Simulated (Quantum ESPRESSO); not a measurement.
## Al3ScSP3 (input and log of a self-consistent run)

A calculation, not a measurement. The program is pw.x of Quantum ESPRESSO 7.5 (plane-wave density functional theory). The cell is made up: 8 atoms on a zincblende/diamond lattice, with randomly drawn elements, strain and displacements, not relaxed. PseudoDojo standard norm-conserving files (v0.5 for PBE, v0.4.1 for LDA and PBEsol) set the functional; there is no spin polarisation, spin-orbit coupling or dispersion term, and the masses in the input are unused placeholders. A spin-polarised start on this cell or one of its family kept no moment.

Input:

```
&control calculation='scf', pseudo_dir='./dojo.nc.sr.pbe.v0_5.standard.upf', outdir='./o', disk_io='low', tprnfor=.true., tstress=.true. /
&system ibrav=0, nat=8, ntyp=4, nbnd=31, ecutwfc=77.98206166, nosym=.true., tot_charge=0,
 occupations='smearing', smearing='fd', degauss=0.0073498644
/
&electrons conv_thr=7.350e-09, electron_maxstep=60, /
ATOMIC_SPECIES
Al 1.0 Al.upf
P 1.0 P.upf
S 1.0 S.upf
Sc 1.0 Sc.upf
CELL_PARAMETERS angstrom
5.4833 0.0 0.0
0.0 5.4833 0.0
0.0 0.0 5.4833
ATOMIC_POSITIONS angstrom
Al 0.0867 0.0488 -0.0306
Al 0.0589 2.6966 2.793
Al 2.6551 0.0116 2.7602
Sc 2.8442 2.7693 0.0285
S 1.2765 1.4135 1.2713
P 1.4952 4.1373 4.2073
P 4.2594 1.4071 4.2636
P 4.1127 4.0465 1.3294
K_POINTS automatic
6 6 6 1 1 1
```

The log is shortened where brackets say so; the opening notice, blank lines, dates and the lines on written files are dropped, and the path of the files is cut. It prints rydbergs, bohrs and kilobars, and counts compression as positive stress.

```
     Program PWSCF v.7.5
     Parallel version (MPI & OpenMP), running on       4 processor cores
     Number of MPI processes:                 4
     Threads/MPI process:                     1
     [start-up lines left out]
     bravais-lattice index     =            0
     lattice parameter (alat)  =      10.3619  a.u.
     unit-cell volume          =    1112.5579 (a.u.)^3
     number of atoms/cell      =            8
     number of atomic types    =            4
     number of electrons       =        41.00
     number of Kohn-Sham states=           31
     kinetic-energy cutoff     =      77.9821  Ry
     charge density cutoff     =     311.9282  Ry
     scf convergence threshold =      7.3E-09
     mixing beta               =       0.7000
     number of iterations used =            8  plain     mixing
     Exchange-correlation= PBE
                           (   1   4   3   4   0   0   0)
     [axes and pseudopotential details left out]
   Cartesian axes
     site n.     atom                  positions (alat units)
         1        Al     tau(   1) = (   0.0158116   0.0088998  -0.0055806  )
         2        Al     tau(   2) = (   0.0107417   0.4917841   0.5093648  )
         3        Al     tau(   3) = (   0.4842157   0.0021155   0.5033830  )
         4        Sc     tau(   4) = (   0.5187022   0.5050426   0.0051976  )
         5        S      tau(   5) = (   0.2327978   0.2577827   0.2318494  )
         6        P      tau(   6) = (   0.2726825   0.7545274   0.7672934  )
         7        P      tau(   7) = (   0.7767950   0.2566155   0.7775610  )
         8        P      tau(   8) = (   0.7500410   0.7379680   0.2424452  )
     number of k points=   108  Fermi-Dirac smearing, width (Ry)=  0.0073
     Number of k-points >= 100: set verbosity='high' to print them.
     Dense  grid:   103383 G-vectors     FFT dimensions: (  60,  60,  60)
     Estimated max dynamical RAM per process >     297.47 MB
     Estimated total dynamical RAM >       1.09 GB
     Initial potential from superposition of free atoms
     starting charge      40.9896, renormalised to      41.0000
     Starting wfcs are   38 randomized atomic wfcs
     total cpu time spent up to now is        6.5 secs
     per-process dynamical memory:   248.8 Mb
     Self-consistent Calculation
     iteration #  1     ecut=    77.98 Ry     beta= 0.70
     Davidson diagonalization with overlap
     ethr =  1.00E-02,  avg # of iterations =  4.2
     total cpu time spent up to now is       21.9 secs
     total energy              =    -174.24980093 Ry
     estimated scf accuracy    <       0.67390684 Ry
     iteration #  2     ecut=    77.98 Ry     beta= 0.70
     Davidson diagonalization with overlap
     ethr =  1.64E-03,  avg # of iterations =  3.7
     total cpu time spent up to now is       36.8 secs
     total energy              =    -174.28867104 Ry
     estimated scf accuracy    <       1.11948758 Ry
     iteration #  3     ecut=    77.98 Ry     beta= 0.70
     Davidson diagonalization with overlap
     ethr =  1.64E-03,  avg # of iterations =  4.2
     total cpu time spent up to now is       49.4 secs
     total energy              =    -174.50114483 Ry
     estimated scf accuracy    <       0.11478682 Ry
     iteration #  4     ecut=    77.98 Ry     beta= 0.70
     Davidson diagonalization with overlap
     ethr =  2.80E-04,  avg # of iterations =  3.1
     total cpu time spent up to now is       61.7 secs
     total energy              =    -174.52697929 Ry
     estimated scf accuracy    <       0.01289206 Ry
     iteration #  5     ecut=    77.98 Ry     beta= 0.70
     Davidson diagonalization with overlap
     ethr =  3.14E-05,  avg # of iterations =  9.9
     total cpu time spent up to now is       81.1 secs
     total energy              =    -174.52999426 Ry
     estimated scf accuracy    <       0.00110808 Ry
     [iterations 6 to 7 left out]
     iteration #  8     ecut=    77.98 Ry     beta= 0.70
     Davidson diagonalization with overlap
     ethr =  2.71E-08,  avg # of iterations =  5.3
     total cpu time spent up to now is      126.2 secs
     total energy              =    -174.53021828 Ry
     estimated scf accuracy    <       0.00000591 Ry
     iteration #  9     ecut=    77.98 Ry     beta= 0.70
     Davidson diagonalization with overlap
     ethr =  1.44E-08,  avg # of iterations =  2.0
     total cpu time spent up to now is      136.4 secs
     total energy              =    -174.53021855 Ry
     estimated scf accuracy    <       0.00000092 Ry
     iteration # 10     ecut=    77.98 Ry     beta= 0.70
     Davidson diagonalization with overlap
     ethr =  2.25E-09,  avg # of iterations =  5.2
     total cpu time spent up to now is      149.2 secs
     total energy              =    -174.53021878 Ry
     estimated scf accuracy    <       0.00000005 Ry
     iteration # 11     ecut=    77.98 Ry     beta= 0.70
     Davidson diagonalization with overlap
     ethr =  1.16E-10,  avg # of iterations =  3.8
     total cpu time spent up to now is      162.3 secs
     total energy              =    -174.53021879 Ry
     estimated scf accuracy    <       0.00000002 Ry
     iteration # 12     ecut=    77.98 Ry     beta= 0.70
     Davidson diagonalization with overlap
     ethr =  5.15E-11,  avg # of iterations =  3.9
     total cpu time spent up to now is      174.7 secs
     End of self-consistent calculation
     Number of k-points >= 100: set verbosity='high' to print the bands.
     the Fermi energy is     7.5529 ev
!    total energy              =    -174.53021879 Ry
     estimated scf accuracy    <          1.5E-09 Ry
     smearing contrib. (-TS)   =      -0.00851544 Ry
     internal energy E=F+TS    =    -174.52170335 Ry
     The total energy is F=E-TS. E is the sum of the following terms:
     one-electron contribution =     -59.64031954 Ry
     hartree contribution      =      45.00640509 Ry
     xc contribution           =     -41.64080067 Ry
     ewald contribution        =    -118.24698823 Ry
     convergence has been achieved in  12 iterations
     Forces acting on atoms (cartesian axes, Ry/au):
     atom    1 type  1   force =    -0.02351577   -0.06700815    0.00721089
     atom    2 type  1   force =    -0.01352325    0.03956132    0.01349688
     atom    3 type  1   force =     0.05134846    0.00734909   -0.00171255
     atom    4 type  4   force =    -0.05979718   -0.06501943   -0.01142938
     atom    5 type  3   force =     0.01087650   -0.01915716    0.05960581
     atom    6 type  2   force =    -0.06710252    0.03418946   -0.06700872
     atom    7 type  2   force =     0.00453429   -0.04045171   -0.09955183
     atom    8 type  2   force =     0.09717948    0.11053659    0.09938890
     Total force =     0.273789     Total SCF correction =     0.000064
     Computing stress (Cartesian axis) and pressure
          total   stress  (Ry/bohr**3)                   (kbar)     P=       79.38
   0.00057556  -0.00003270   0.00013022           84.67       -4.81       19.16
  -0.00003270   0.00055326   0.00006732           -4.81       81.39        9.90
   0.00013022   0.00006732   0.00049006           19.16        9.90       72.09
     init_run     :      6.00s CPU      6.25s WALL (       1 calls)
     electrons    :    167.64s CPU    168.23s WALL (       1 calls)
     forces       :      2.35s CPU      2.37s WALL (       1 calls)
     stress       :      8.83s CPU      8.83s WALL (       1 calls)
     [timing details left out]
     PWSCF        :   3m 5.12s CPU   3m 6.08s WALL
     JOB DONE.
```

In other units: free energy -2374.605 eV for the cell, pressure 7.94 GPa, largest force component 2.842 eV/Å. A rerun of a related cell, with the same atoms placed differently, at 1347 eV and a 8 x 8 x 8 mesh moved values by no more than 0.002 eV in energy, 0.02 GPa in stress and 0.007 eV/Å in force.